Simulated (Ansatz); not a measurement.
Here is the system:

ScPdN2:
Space group R-3m, hexagonal axes (No. 166); a = b = 3.2554 Å, c = 17.8251 Å, α = β = 90.00°, γ = 120.00°

```
atom  site  symmetry       x       y       z
----  ----  --------  ------  ------  ------
Sc      3b       -3m  0.0000  0.0000  0.5000
Pd      3a       -3m  0.0000  0.0000  0.0000
N       6c        3m  0.0000  0.0000  0.1060
```
(The calculation used a cell of 4 atoms; values per cell refer to that cell.)

This is the r²SCAN-relaxed structure.

Problem. All from r²SCAN (plane waves, PAW; program Ansatz), unless another level is named. Predict the electronic character.

Solution. metallic (no gap).

Problem. And the density of states at the Fermi level?

Solution. 1.1 states/eV per atom (mean over ±0.08 eV).

Problem. What about the formation energy from the elements (no fitted shifts)?

Solution. -0.22 eV/atom.

The start of the workflow was typed in or built on a structure type; neither database checked (COD, Materials Project) lists it. Whether it is the stable phase at ambient conditions was not checked. The cell was relaxed with r²SCAN under the symmetry of its start; whether a distortion lowers the energy is not shown. The run is not spin-polarised. With an odd number of electrons in the cell and no spin polarisation, the count alone makes it a metal. The references are the lowest solids computed at this level, not always the standard phases (solids in place of the gases). Scalar-relativistic: spin–orbit coupling is off unless named, which matters more the heavier the elements.

Potentials: the later of the program's two PAW sets.
